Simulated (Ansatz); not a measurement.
**Structure relaxation, TiAl3**

The start is a relaxed TiAl3 cell, doubled along one cell vector, shaken by Gaussian noise of σ = 0.08 Å a coordinate. Cell shape, volume and atoms are optimised at zero target pressure with r2SCAN (plane waves to 500 eV, PAW, scalar-relativistic; Ansatz, a quantum-chemistry and plane-wave program). First-step values are on the input's coarse k-mesh.

Ansatz input (later rounds restart from its end on a renewed k-mesh):
Ansatz 0.2 input:
```yaml
crystal:
  lattice:
    - [3.9559804886, 0, 0]
    - [0, 3.9559804886, 0]
    - [0, 0, 7.9119609772]
  atoms:
    - { symbol: Al, position: [0.4625944914, 0.5028918586, -0.0037860008] }
    - { symbol: Al, position: [0.5030002155, 0.5165140488, 0.5080454649] }
    - { symbol: Al, position: [-0.0098713314, 0.5134754359, 0.2481365185] }
    - { symbol: Al, position: [-0.0174958052, 0.4997874127, 0.752462417] }
    - { symbol: Al, position: [0.5157317037, 0.0082830169, 0.257601006] }
    - { symbol: Al, position: [0.508636264, 0.0040385074, 0.748695823] }
    - { symbol: Ti, position: [0.0059136884, -0.0287995038, -0.0078995626] }
    - { symbol: Ti, position: [0.0017562246, 0.0442866024, 0.4880674623] }
basis: { ecutwfc: 500, ecutrho_ratio: 4, xc_grid: 4, fft_grid_basis: typed }
kpoints: { mp_grid: { grid: [8, 8, 4] } }
hamiltonian:
  xc: r2scan
  dispersion: none
  pseudopotentials: { kind: paw }
scf: { occupations: { method: fermi_dirac, width: 0.05 } }
relax: { f_tol: 0.01, max_steps: 100, cell: { stress_tol: 0.02 } }
output: { forces: true, stress: true }
```

* **Largest initial force**: 1.77 eV/Å, on Ti7 (atoms numbered as listed)
* **Energy released**: 0.06 eV/atom
* **Relative to the parent**: It relaxes back to the parent, Pm-3m (No. 221)
* **Shortest distances (start → end)**: The closest pairs of elements (up to four, under 3.6 Å), start → end: Al–Ti 2.59 → 2.80 Å; Al–Al 2.71 → 2.80 Å
* **Optimiser moves**: 3

Final values are on a 12×12×12 k-mesh of the relaxed cell. No spin polarisation in the result.

The first start was generated by placing the elements on the sites of a structure type. Materials Project lists a structure of TiAl3 in the same space group, Pm-3m (No. 221); the sites were not compared with it, nor with measured phases. Known forms of TiAl3 include space group No. 139.
